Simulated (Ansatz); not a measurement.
This guess for CdBi3O is about to be relaxed.

```xyz
5
Lattice="4.5273 0.0000 0.0000 0.0000 4.5273 0.0000 0.0000 0.0000 7.4219" Properties=species:S:1:pos:R:3 pbc="T T T"
Cd    0.0000    0.0000    3.7110
Bi    0.0000    0.0000    5.8163
Bi    0.0000    0.0000    1.6056
Bi    2.2636    2.2636    0.0000
O     0.0000    0.0000    0.0000
```

These are results of DFT PBE, scalar-relativistic, plane waves, PAW in Ansatz, not measurements. Cutoff 420 eV, Gaussian smearing, Γ-centred meshes. Cell and atoms relax first on a coarse mesh and then on a finer one. In between, the cell is made exact in the group found at 0.06 Å. In metals the finer mesh still leaves noise of several meV/atom or more. The steps can't lower the symmetry of their start. No spin polarisation.

A guess keeps its type if space group and coordination stay and the shape of the cell changes little (axis ratios within about 15 %, angles within 6°); the volume may change.

Question: Will the relaxed cell still be of the starting type?

Answer: It doesn't keep its type. The symmetry stays P4/mmm (No. 123). The volume per atom shrinks by 7.5 %, from 30.4 to 28.1 Å³. The shortest distance goes from 1.61 Å (Bi–O) to 2.41 Å (Bi–O). The ratio c/a of the conventional cell changes by a factor of 2.16. Counting neighbours within 15 % of an atom's shortest distance, the start has Bi 1/12, Cd 2, O 2 and the end Bi 2/4, Cd 2, O 4. In detail, at the end around Cd lie 2 Bi at 2.92 Å and 4 Cd at 3.41 Å; Bi on a site of symmetry 4mm has 1 Cd at 2.92 Å, 1 O at 3.12 Å and 4 Bi at 3.41 Å; around O lie 4 Bi at 2.41 Å and 2 Bi at 3.12 Å; 1 more site not described.

```cif
data_structure
_symmetry_space_group_name_H-M 'P4/mmm'
_symmetry_Int_Tables_number 123
_cell_length_a 3.4140
_cell_length_b 3.4140
_cell_length_c 12.0728
_cell_angle_alpha 90.000
_cell_angle_beta 90.000
_cell_angle_gamma 90.000
_cell_volume 140.71
loop_
_atom_site_label
_atom_site_type_symbol
_atom_site_symmetry_multiplicity
_atom_site_Wyckoff_symbol
_atom_site_fract_x
_atom_site_fract_y
_atom_site_fract_z
_atom_site_occupancy
Cd1 Cd 1 b 0.00000 0.00000 0.50000 1
Bi1 Bi 2 g 0.00000 0.00000 0.74163 1
Bi2 Bi 1 c 0.50000 0.50000 0.00000 1
O1 O 1 a 0.00000 0.00000 0.00000 1
```

The zero of energy is the elements' standard structures at the same level (O₂ as a molecule); no fitted shifts are applied.

Question: At what energy does it end?

Answer: −0.09 eV/atom. Whether it is stable depends on the other phases of the system, which aren't compared here.

The last run used a 12×12×4 mesh (in the run's order of axes) for its 5-atom cell and Gaussian smearing of 0.10 eV. These runs have no spin–orbit coupling, which can matter for Bi. Symmetry constrained the relaxation, so the result can be a saddle point.

In counts of neighbours, a slash parts the counts of unlike sites.
